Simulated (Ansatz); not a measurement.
All numbers below come from Ansatz 0.2.0, DFT PBE, scalar-relativistic, plane waves, PAW. All cells share a 420 eV cutoff and Γ-centred k meshes spaced about 0.3 Å⁻¹ or finer (0.25 for metals, 2π included). No spin polarisation.

A search over trial structures of Mg2GeN3 gave this relaxed cell.

```yaml
crystal:
  lattice:
    - [3.00323, 0.00000, 0.00000]
    - [-1.50162, 2.60087, 0.00000]
    - [0.00000, 0.00000, 7.72850]
  atoms:
    - { symbol: Mg, position: [0.33333, 0.66667, 0.66742] }
    - { symbol: Mg, position: [0.66667, 0.33333, 0.33258] }
    - { symbol: Ge, position: [0.00000, 0.00000, 0.00000] }
    - { symbol: N, position: [0.33333, 0.66667, 0.14382] }
    - { symbol: N, position: [0.66667, 0.33333, 0.85618] }
    - { symbol: N, position: [0.00000, 0.00000, 0.50000] }
```

Task: Is this structure dynamically stable?

Result: As far as tested, yes. The phonons on a 3×3×1 q mesh of the computed 6-atom cell show no imaginary mode. (Phonon run: 12×12×4 k mesh, Gaussian smearing of 0.10 eV.) After random moves of the atoms it relaxes back. The optical modes at Γ run from 140 to 606 cm⁻¹. Around Mg lie 6 N at 2.16–2.27 Å; around Ge lie 6 N at 2.06 Å; around N on a site of symmetry 3m lie 3 Ge at 2.06 Å and 3 Mg at 2.27 Å; N on a site of symmetry -3m has 6 Mg at 2.16 Å.

An odd number of electrons in the primitive cell allows no gap without spin; a larger cell or a magnetic state could open one. The cell is a metal run without spin; a magnetic state may lie lower. Phonons of metals hang on the k mesh and the smearing.
